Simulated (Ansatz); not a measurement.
A trial cell of RbDyH4, before relaxation:

```
Rb Dy H
1.0
     0.00000    3.72183    3.72183
     3.72183    0.00000    3.72183
     3.72183    3.72183    0.00000
Rb Dy H
1 1 4
Direct
  0.75000 0.75000 0.75000
  0.00000 0.00000 0.00000
  0.87573 0.37476 0.37476
  0.37476 0.37476 0.37476
  0.37476 0.87573 0.37476
  0.37476 0.37476 0.87573
```

Theory: DFT PBE, scalar-relativistic, plane waves, PAW, and for the lanthanide a 4f-in-core norm-conserving potential (Ansatz 0.2.0). Cutoff 630 eV, Gaussian smearing, Γ-centred meshes. Cell and atoms relax first on a coarse mesh and then on a converged one. In between, the cell is made exact in the group found at 0.06 Å. The steps can't lower the symmetry of their start. No spin polarisation.

A guess keeps its type if space group and coordination stay and the shape of the cell changes little (axis ratios within about 15 %, angles within 6°); the volume may change.

Q: Will the relaxed cell still be of the starting type?

A: It keeps its type. The symmetry stays F-43m (No. 216). The volume per atom shrinks by 29.5 %, from 17.2 to 12.1 Å³. The shortest distance goes from 2.63 Å (H–H) to 2.22 Å (H–H). Counting neighbours within 15 % of an atom's shortest distance, the start has Dy 16, H 6, Rb 16 and the end Dy 16, H 6, Rb 16.

The last run used an 8×8×8 mesh for its 6-atom cell and Gaussian smearing of 0.02 eV. Symmetry constrained the relaxation, so the result can be a saddle point. Another cell of RbDyH4 relaxed alike, in Cmmm, lies 0.61 eV/atom lower, so this cell isn't the stable form at this level.

The lanthanide is trivalent by construction, without f bands, f moments or other valences.
